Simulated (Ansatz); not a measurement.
# BaTiO$_{3}$: how the free axis answers a strain

BaTiO$_{3}$, Pm-3m, a = 3.970 Å. The structure is a Materials Project entry; whether it is the stable form wasn't checked. Ansatz: PBEsol, PAW, 420 eV, Γ-centred 8×8×8 mesh on 5 atoms, Gaussian smearing 0.02 eV; no spin polarisation. Series: uniaxial strain along a, with b, c and atoms relaxed; x is the strain in per cent. y is the change of c in per cent of 3.970 Å.

| x (%) | y (%) |
| --- | --- |
| -3.0 | ? |
| -2.0 | 0.54 |
| -1.0 | 0.26 |
| 0.0 | 0.00 |
| 1.0 | -0.25 |
| 2.0 | -0.50 |
| 3.0 | -0.73 |

Problem. Fit y = c1 x + c2 x² to the other rows, say what c1 measures, and predict the missing y.

Solution. Least squares on the rows shown. y = −0.2589 x + 0.005124 x². So −c1 = 0.259 is Poisson's ratio for this pair of axes. At x = -3.0 the fit asked for gives 0.82 %. The run gave 0.82 %, the same to the digits shown.

Symmetry holds off the tilts and polar distortions that many cubic perovskites undergo.